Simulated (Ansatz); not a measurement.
All numbers below come from DFT PBE, scalar-relativistic, plane waves, PAW (Ansatz). All cells share a 420 eV cutoff and Γ-centred k meshes spaced at most about 0.3 Å⁻¹ (about 0.25 or finer for metals, 2π included). No spin polarisation in the final relaxations.

All energies are static (0 K, no zero-point motion). All come from trial cells, and lower structures may exist.

Question: Which of these relaxed structures of B3F2 is the lowest in energy?
1.

```
B F
1.0
     3.32807    0.00000    0.00000
     0.00000    3.32807    0.00000
     0.00000    0.00000    4.68408
B F
3 2
Direct
  0.50000 0.00000 0.80895
  0.00000 0.50000 0.80895
  0.00000 0.00000 0.68862
  0.50000 0.00000 0.09848
  0.00000 0.50000 0.09848
```

2.

```
B F
1.0
     3.52387    0.00000    0.00000
     0.00000    6.45705    0.00000
    -1.63733    0.00000    3.70615
B F
6 4
Direct
  0.03344 0.50000 0.20057
  0.17059 0.00000 0.23647
  0.65220 0.33391 0.20755
  0.65220 0.66609 0.20755
  0.28806 0.25347 0.39473
  0.28806 0.74653 0.39473
  0.97857 0.50000 0.83299
  0.98891 0.00000 0.87299
  0.47048 0.74864 0.82271
  0.47048 0.25136 0.82271
```

3.

```
B F
1.0
     2.55920    0.00000    0.00000
    -1.27960    2.21634    0.00000
     0.00000    0.00000   22.08349
B F
6 4
Direct
  0.00000 0.00000 0.25000
  0.00000 0.00000 0.75000
  0.33333 0.66667 0.02241
  0.66667 0.33333 0.52241
  0.33333 0.66667 0.47759
  0.66667 0.33333 0.97759
  0.33333 0.66667 0.08239
  0.66667 0.33333 0.58239
  0.33333 0.66667 0.41761
  0.66667 0.33333 0.91761
```

4.

```
B F
1.0
     2.90291    0.00000    0.00000
     0.00000    2.90291    0.00000
     0.00000    0.00000    6.42725
B F
3 2
Direct
  0.50000 0.00000 0.00197
  0.00000 0.50000 0.00197
  0.00000 0.00000 0.13537
  0.00000 0.00000 0.34848
  0.50000 0.50000 0.78220
```

Answer: 2. It has space group Pm (No. 6); the next, 1, with space group P4mm (No. 99), lies 150 meV/atom higher. Counting F atoms around B (those within 1.25 times the shortest such distance or 1.15 times the sum of covalent radii; the shortest distance is added where it is long for a bond; a slash parts the counts of unlike sites), the lowest has B 1 and the next has B 1/4 from 2.5 Å. The lowest and the next both hold B–B nets.

Weakly bound directions are ill-defined at this level, which has no dispersion term (P4mm at 10.4 Å³/atom, P4mm at 10.8 Å³/atom, P6_3/mmc), and this can change margins and order among such cells. In P4mm at 10.4 Å³/atom, P4mm at 10.8 Å³/atom an odd number of electrons in the primitive cell allows no gap without spin; a larger cell or a magnetic state could open one. A magnetic state wasn't ruled out in cells without spin, among them P4mm at 10.4 Å³/atom. Cells relaxed within their symmetry can be saddle points. The Pm cell of B3F2 came from shaking the P4mm one. Some structure types and database cells were kept out of the candidates from the start, so a known form may be missing.
